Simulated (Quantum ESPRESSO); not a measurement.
Space group F-43m (No. 216); a = 5.3877 Å, b = 5.3877 Å, c = 5.3877 Å, α = 90.00°, β = 90.00°, γ = 90.00°

```
atom  site  symmetry       x       y       z
----  ----  --------  ------  ------  ------
Al      4a      -43m  0.0000  0.0000  0.0000
P       4d      -43m  0.7500  0.7500  0.7500
```
(The calculation used a cell of 2 atoms; values per cell refer to that cell.)

The PBEsol cell relaxed from Materials Project entry mp-1550 was given an isotropic strain of -1.5 % on all lattice vectors, and the atoms were relaxed again.

Task: What does norm-conserving PBEsol (Quantum ESPRESSO, 44 Ry, without SOC) give for the electronic structure near the Fermi level?

Result: The PBEsol gap is indirect, 1.35 eV, from Γ to X; the smallest direct gap is 3.51 eV.
